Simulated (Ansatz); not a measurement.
Computed properties of AlRu2C

AlRu2C:
```
AlRu2C
1.0
    2.86306     0.00000     0.00000
   -1.43153     2.47948     0.00000
    0.00000     0.00000    13.33089
Al Ru C
2 4 2
Direct
  0.66667   0.33333   0.25000
  0.33333   0.66667   0.75000
  0.33333   0.66667   0.40437
  0.66667   0.33333   0.59563
  0.66667   0.33333   0.90437
  0.33333   0.66667   0.09563
  0.00000   0.00000   0.50000
  0.00000   0.00000   0.00000
```

Space group P6_3/mmc (No. 194); conventional cell a = b = 2.863 Å, c = 13.331 Å, α = β = 90.00°, γ = 120.00°.

Method: PBEsol (plane waves, PAW; program Ansatz). Geometry: relaxed at this level of theory. Other levels are named where they apply.

### Cell and energy

```
Property                                                      Result
-----------------------------------------------------  -------------
Volume per atom                                             11.83 Å³
Density                                                   8.46 g/cm³
Formation energy from the elements (no fitted shifts)  0.037 eV/atom
```

### Electronic structure

```
Quantity                                                                     Value
------------------------------------  --------------------------------------------
Electronic character                                             metallic (no gap)
Density of states at the Fermi level  0.69 states/eV per atom (mean over ±0.08 eV)
```

### Mechanics

```
Item                                                                                          Result
--------------------------------------------  ------------------------------------------------------
Elastic constants (relaxed ions, GPa)         C11 = 307, C12 = 150, C13 = 197, C33 = 452, C44 = 70.1
Mechanical stability                                          stable (all eigenvalues of C positive)
Hill bulk and shear moduli                                                          232 and 77.7 GPa
Young's modulus                                                                              210 GPa
Poisson's ratio                                                                                 0.35
Debye temperature from the elastic constants                                                   445 K
```

### Phonons

```
Item                                            Value
-----------------------------  ----------------------
Highest zone-centre frequency               622 cm^-1
Zone-centre stability          no imaginary mode at Γ
```

The start of the workflow was typed in or built on a structure type; neither database checked (COD, Materials Project) lists it. Its standing as an ambient phase is unchecked. The cell was relaxed with PBEsol under the symmetry of its start. No spin polarisation was allowed. As this level gives no gap, shear constants depend on the k-mesh and smearing (Fermi–Dirac, 0.1 eV here). As this level gives no gap, phonon frequencies hold no LO–TO term and depend on the k-mesh and smearing (Fermi–Dirac, 0.1 eV here). On the denser mesh and wider smearing of the elastic run this cell carries a stress of 0.4 GPa. The references are the lowest solids computed at this level, not always the standard phases. Spin–orbit coupling is left out wherever it is not named.

Potentials: the earlier of the program's two PAW sets. The files were generated under PBE; for other functionals the program regenerates the frozen cores, and for LDA and PBEsol the local potential too.
